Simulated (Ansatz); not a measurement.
**CdPC2O6: settings compared (Ansatz)**

Run with:

```bash
ansatz run input.yaml --threads 1 --pin off --max-ram 2560MiB --backend cpu --events-out ev --progress --plain --runs-dir out
```

Input:

```yaml
crystal:
  lattice:
    - [2.394372, 4.14717, 0.0]
    - [-2.394372, 4.14717, 0.0]
    - [0.0, -2.76478, 5.226487]
  atoms:
    - { symbol: Cd, position: [0.0, 0.0, 0.0] }
    - { symbol: P, position: [0.5, 0.5, 0.5] }
    - { symbol: C, position: [0.2435, 0.2435, 0.7305] }
    - { symbol: C, position: [0.7565, 0.7565, 0.2695] }
    - { symbol: O, position: [0.7618, 0.7662, 0.8367] }
    - { symbol: O, position: [0.3087, 0.7618, 0.8367] }
    - { symbol: O, position: [0.7662, 0.3087, 0.8367] }
    - { symbol: O, position: [0.2382, 0.2338, 0.1633] }
    - { symbol: O, position: [0.6913, 0.2382, 0.1633] }
    - { symbol: O, position: [0.2338, 0.6913, 0.1633] }
  symmetry: { tolerance: 0.0003 }
kpoints:
  mp_grid: { grid: [5, 5, 5], shift: [0, 0, 0] }
magnetization:
  spin_polarized: false
scf:
  occupations: { method: tetrahedron }
hamiltonian:
  pseudopotentials: { kind: paw }
  xc: pbe
basis:
  ecutwfc: 420
output:
  forces: true
  stress: true
  eigenvalues: true
```

Origin of the cell: a known structure type with other elements, at an estimated volume, so it need not be a known compound.

Output of this run (shortened):

```
Warning: output.forces, output.stress, relax.cell or npt_langevin: where a Kohn–Sham band that disperses or a degenerate level is filled in part under the method tetrahedron, the forces or th […]
Warning: crystal.lattice misses the space group found at crystal.symmetry.tolerance 3.0e-4 in a digit that the deck types, which is why this is a warning: making the lattice exact moves one o […]
Pseudopotentials: kind: paw
Pseudopotential: Cd, paw, valence charge 20, recommended cutoff 420 eV (normal), Cd.paw.azcp
Pseudopotential: P, paw, valence charge 5, recommended cutoff 420 eV (normal), P.paw.azcp
Pseudopotential: C, paw, valence charge 4, recommended cutoff 420 eV (normal), C.paw.azcp
Pseudopotential: O, paw, valence charge 6, recommended cutoff 420 eV (normal), O.paw.azcp
Functional definition: PBE
  exchange = pbe_x(kappa = kappa, mu = beta*pi^2/3)
  correlation = pbe_c(beta = beta)
Crystal: 10 atoms, lattice volume = 103.797 Å³
Basis set: ecut = 420 eV, 1985 PW (Γ), exchange–correlation on 72×72×80 points (8 copies of the dense FFT grid, shifted against one another)
[… 12 lines left out …]
Initial density: superposition of atomic densities (neutral atoms: chi_scale 0, normalization atom), corrected by the library's trained network
Functional: x = pbe(κ = 0.804, μ = 0.219515), c = pbe(β = 0.066725)
SCF iter   1: F=—  HF=-12875.335625 eV  Δρ=1.83e-2  dr2=5.88e-1  defer=2
SCF iter   2: F=—  HF=-12875.318423 eV  Δρ=1.76e-2  dr2=4.03e-1  defer=33
SCF iter   3: F=—  HF=-12875.279538 eV  Δρ=3.84e-3  dr2=2.63e-2  defer=33
SCF iter   4: F=—  HF=-12875.277157 eV  Δρ=2.55e-3  dr2=8.49e-3  defer=33
SCF iter   5: F=—  HF=-12875.276057 eV  Δρ=5.93e-4  dr2=5.26e-4  defer=33
SCF iter   6: F=—  HF=-12875.275911 eV  Δρ=1.90e-4  dr2=9.60e-5  defer=33
SCF iter   7: F=—  HF=-12875.275946 eV  Δρ=1.51e-4  dr2=3.16e-5  defer=33
SCF iter   8: F=—  HF=-12875.275936 eV  Δρ=5.58e-5  dr2=5.71e-6  defer=33
SCF iter   9: F=—  HF=-12875.275951 eV  Δρ=1.36e-5  dr2=2.57e-7  defer=33
SCF iter  10: F=-12875.275950 eV  HF=-12875.275950 eV  Δρ=3.68e-6  dr2=1.74e-8
SCF 1 converged in 10 iterations: F = -12875.275950 eV  dr2 = 1.74e-8
SCF converged after 10 iterations
Stability not checked: this state was not tested for a lower state beside it, because cold or Methfessel-Paxton smearing, or corrected tetrahedra, fill the levels in a way that the test cannot read (fill_not_monotonic; […]
Free energy (F): -12875.275950 eV
Harris-Foulkes:  -12875.275950 eV  (|F-HF|=2.99e-9)
Internal energy: -12875.274782 eV  (E = F + TS)
E sigma→0 (E₀):  -12875.275950 eV
Entropy (-TS):   -0.001168 eV (-0.117 meV/atom)
Fermi energy:    7.996501 eV
--- Per-component energies (eV) ---
  E_band       = -546.476268
  E_kinetic    = 1767.923591
  E_local      = -7670.798650  (includes V_loc(G=0)·N_el)
  E_nonlocal   = 418.629570
  E_hartree    = 3320.929130
  E_xc         = -766.995511
  E_vxc        = -953.648050  (∫ρ·V_xc dr)
  E_paw        = -5782.928947  (= ΣΔE_a)
  E_vpaw       = -750.459013  (= ΣTr[D̂ρ^β])
  E_aug_tail   = 0.014053  (compensation charges beyond the density's cutoff)
  E_ewald      = -4162.048018
  E_smearing   = -0.001168  (= −TS)
  Σ components = -12875.275950   (vs F -12875.275950, Δ=0.00e0)
--- Forces (eV/Å), atoms counted from 1 ---
  atom   1  Cd     0.000000    -0.000000     0.000000
  atom   2  P     -0.000000    -0.000000     0.000000
[… 3 lines left out …]
  atom   6  O      5.669049     3.073403    -6.539651
  atom   7  O     -5.496170     3.372839    -6.539651
  atom   8  O      0.172879     6.446242     6.539651
  atom   9  O     -5.669049    -3.073403     6.539651
  atom  10  O      5.496170    -3.372839     6.539651
  max |Σ_I F_I| component: 3.55e-15 eV/Å
--- Stress (GPa, compression-positive) ---
       59.487694      -0.000000      -0.000000
        0.000000      59.487694      -0.000000
       -0.000000      -0.000000      18.419692
  P = ⅓ Tr σ = 45.7984 GPa (457.984 kbar)
```

The same input was run again with these changes:

1. `scf.occupations.method` tetrahedron → gaussian; `scf.occupations.width` default → 0.05; `hamiltonian.xc` pbe → r2scan
2. `scf.convergence.dr2_threshold` default → 1.0e-06
3. `hamiltonian.xc` pbe → revpbe; `scf.convergence.dr2_threshold` default → 0.0001
4. `scf.convergence.dr2_threshold` default → 1.0e-05; `crystal.symmetry` { tolerance: 0.0003 } → { detect: false }

| run | end | SCF iterations | P (GPa) | max force component (eV/Å) | moment (μB) | ΔE(σ→0) (meV/atom) |
| --- | --- | --- | --- | --- | --- | --- |
| base | converged | 10 | 45.80 | 6.540 | – | 0 |
| 1 | converged | 10 | 41.93 | 6.586 | – | – |
| 2 | converged | 9 | 45.80 | 6.540 | – | 0.00 |
| 3 | converged | 7 | 49.04 | 6.643 | – | – |
| 4 | converged | 10 | 45.80 | 6.540 | – | 0.00 |

Energies are compared only where functional, datasets, charge and starting cell are the same.

Not properties of the system: run 3 (too coarse or loose: `scf.convergence.dr2_threshold` = 0.0001).

Caveats of the base run: forces and stress under tetrahedra may miss the slope of the energy; no moments, though an odd count or open d shells may carry them; the given cell is far from equilibrium, with atoms too close or a volume far off; the k mesh is coarse if the cell is a metal.

Run 1: the cutoff lies below the datasets' advice.
Run 2: the SCF threshold is loose for forces.
Run 3: forces of this functional can be a tenth off on datasets made under PBE; the SCF threshold is loose for forces.
Run 4: the SCF threshold is loose for forces.

The base run ran for 7.9 s on 1 thread of Arm Neoverse V1, on a shared host, peak memory 0.4 GiB, from the program's own first density.
